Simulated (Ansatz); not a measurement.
Mg₃Ir in space group P6_3/mmc (No. 194; Mg on 4f, Mg on 2b, Ir on 2c) under volume change, plane-wave PAW r²SCAN (Ansatz code), shape and atoms relaxed at each volume.

```json
[
 {"V (Å³/atom)": "16.745", "E − E(relaxed) (meV/atom)": "45.2", "P (GPa)": "9.48"},
 {"V (Å³/atom)": "17.297", "E − E(relaxed) (meV/atom)": "[?]", "P (GPa)": "[?]"},
 {"V (Å³/atom)": "17.849", "E − E(relaxed) (meV/atom)": "4.5", "P (GPa)": "2.68"},
 {"V (Å³/atom)": "18.401", "E − E(relaxed) (meV/atom)": "0.0", "P (GPa)": "0.00"},
 {"V (Å³/atom)": "18.953", "E − E(relaxed) (meV/atom)": "4.1", "P (GPa)": "-2.30"},
 {"V (Å³/atom)": "19.505", "E − E(relaxed) (meV/atom)": "[?]", "P (GPa)": "[?]"},
 {"V (Å³/atom)": "20.057", "E − E(relaxed) (meV/atom)": "33.2", "P (GPa)": "-5.97"}
]
```

Q: Fill in the missing entries.

A: 
- 17.297, E − E(relaxed) (meV/atom): 19.0
- 17.297, P (GPa): 5.82
- 19.505, E − E(relaxed) (meV/atom): 15.5
- 19.505, P (GPa): -4.28

Q: What does a third-order Birch–Murnaghan fit give for V₀, B₀ and B′?

A: V₀ = 18.40 Å³/atom, B₀ = 82.7 GPa, B′ = 4.1.

The workflow started from an entry of the Crystallography Open Database (COD). Whether it is the stable phase at ambient conditions was not checked. The r²SCAN relaxation kept the symmetry of its start; whether a distortion lowers the energy is not shown. No spin polarisation was allowed. Scalar-relativistic: spin–orbit coupling is off unless named, which matters more the heavier the elements.

Potentials: the later of the program's two PAW sets.
